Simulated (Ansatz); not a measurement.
# Equation of state of Sn3Se under PBEsol

Symmetry: Pm-3m, No. 221, cubic system. The conventional cell has a = 4.742 Å, b = 4.742 Å, c = 4.742 Å, α = 90.00°, β = 90.00°, γ = 90.00°. Sn (site symmetry 4/mmm) has 8 Sn at 3.35 Å and 4 Se at 3.35 Å as nearest neighbours. Se (site symmetry m-3m) has 12 Sn at 3.35 Å as nearest neighbours.

The cell comes from a database or a generator and needn't be the stable form of this composition.

The cell was scaled at fixed shape and fractions and run with Ansatz, Ansatz PAW, cutoff 420 eV; PBEsol, k mesh 6 × 6 × 6 on the cell of 4 atoms, fermi-dirac occupations of 0.05 eV, no spin polarisation, no spin-orbit coupling. The potentials were made for PBE. Energies are those that the program minimises, any entropy of the smearing included. For a metal such a mesh isn't converged to the digits shown.

```csv
V (Å³/atom),energy over the lowest row (meV/atom)
25.0564,0.00
25.5895,0.47
26.1227,4.51
26.6558,11.79
27.1889,21.97
27.7220,?
28.2551,49.76
```

Q: Fit the third-order Birch-Murnaghan form, give V0, B0 and B′, and predict the energy left open.

A: With y = (V0/V)^(2/3), E = E0 + (9 V0 B0/16) [(y - 1)³ B′ + (y - 1)² (6 - 4y)]. Least squares through the rows shown give V0 = 25.2571 Å³/atom, E0 = -0.27 meV, B0 = 54.92 GPa (1 eV/Å³ = 160.218 GPa) and B′ = 4.29, with a largest miss of 0.01 meV. At V = 27.7220 the form with these constants gives 34.71 meV; the run gave 34.72 meV an atom.
